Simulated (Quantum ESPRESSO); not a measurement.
Band energies of CaB₂C₂

```xyz
10
Lattice="-2.6741 2.6741 3.7039 2.6741 -2.6741 3.7039 2.6741 2.6741 -3.7039" Properties=species:S:1:pos:R:3 pbc="T T T"
B      1.9334    -0.7407     3.7039
B      0.7407     3.4148     0.0000
B      0.7407     1.9334     3.7039
B      1.9334     0.7407     0.0000
C      1.8204     0.8537     3.7039
C      0.8537     1.8204     0.0000
C     -0.8537     1.8204     3.7039
C      3.5278     0.8537     0.0000
Ca     0.0000     0.0000     5.5559
Ca     0.0000     0.0000     1.8520
```

PBEsol (Quantum ESPRESSO, PseudoDojo norm-conserving, 82 Ry, no spin-orbit coupling); path ΓXYSΓZS1NPY1Z,XP; energies in eV from the valence-band maximum.

| k (1/Å) | point | band 20 | band 21 | band 22 | band 23 | band 24 | band 25 | band 26 | band 27 |
|---|---|---|---|---|---|---|---|---|---|
| 0.00 | Γ | -1.50 | -1.50 | -0.48 | -0.19 | -0.19 | 1.71 | 3.20 | 3.80 |
| 0.42 |  | -2.10 | -1.83 | -1.76 | -0.61 | -0.03 | 1.39 | 2.17 | 4.21 |
| 0.83 | X | -2.99 | -2.63 | -1.98 | -1.62 | -0.23 | 2.67 | 2.72 | 5.13 |
| 1.05 |  | -2.81 | -2.02 | -1.96 | -1.31 | -0.38 | 2.80 | 3.01 | 4.00 |
| 1.26 | Y | -1.90 | -1.74 | -0.98 | -0.70 | -0.56 | 2.31 | 3.19 | 3.84 |
| 1.26 | S | -1.33 | -0.85 | -0.81 | -0.52 | -0.50 | 1.49 | 2.84 | 3.62 |
| 1.44 |  | -2.28 | -1.40 | -1.08 | -0.80 | -0.46 | 1.76 | 2.64 | 3.50 |
| 1.98 |  | -1.45 | -1.20 | -0.89 | -0.38 | -0.34 | 1.82 | 2.33 | 3.89 |
| 2.16 | Γ | -1.50 | -1.50 | -0.48 | -0.19 | -0.19 | 1.71 | 3.20 | 3.80 |
| 2.33 |  | -1.46 | -1.46 | -0.45 | -0.21 | -0.21 | 2.10 | 2.54 | 3.79 |
| 2.84 |  | -1.10 | -0.89 | -0.31 | -0.31 | -0.19 | 0.54 | 3.73 | 4.00 |
| 3.01 | Z | -1.05 | -0.71 | -0.32 | -0.32 | -0.16 | 0.59 | 3.23 | 4.07 |
| 3.01 | S1 | -1.33 | -0.85 | -0.81 | -0.52 | -0.50 | 1.49 | 2.84 | 3.62 |
| 3.18 |  | -1.88 | -1.17 | -0.86 | -0.67 | -0.59 | 1.87 | 2.31 | 3.97 |
| 3.53 | N | -2.93 | -1.44 | -1.44 | -0.58 | -0.58 | 1.96 | 1.96 | 4.40 |
| 3.68 |  | -3.01 | -1.47 | -1.47 | -0.75 | -0.75 | 2.18 | 2.18 | 4.34 |
| 3.97 |  | -3.27 | -1.73 | -1.73 | -1.44 | -1.44 | 3.22 | 3.22 | 4.02 |
| 4.12 | P | -3.27 | -1.80 | -1.80 | -1.59 | -1.59 | 3.48 | 3.48 | 3.99 |
| 4.42 |  | -2.79 | -2.06 | -1.72 | -1.31 | -0.76 | 2.99 | 3.30 | 3.42 |
| 4.72 | Y1 | -1.90 | -1.74 | -0.98 | -0.70 | -0.56 | 2.31 | 3.19 | 3.84 |
| 4.85 |  | -1.15 | -1.10 | -0.89 | -0.57 | -0.27 | 1.42 | 3.54 | 3.61 |
| 5.12 | Z | -1.05 | -0.71 | -0.32 | -0.32 | -0.16 | 0.59 | 3.23 | 4.07 |
| 5.12 | X | -2.99 | -2.63 | -1.98 | -1.62 | -0.23 | 2.67 | 2.72 | 5.13 |
| 5.54 | P | -3.27 | -1.80 | -1.80 | -1.59 | -1.59 | 3.48 | 3.48 | 3.99 |

The PBEsol gap is 0.54 eV; at least one edge lies off the plotted path, at a point of the SCF mesh. The smallest direct gap is 0.73 eV.

Geometry of the Materials Project entry, not relaxed at this level.

The structure is a Materials Project entry; no match was found in the copy of COD used, and its stability was not checked.
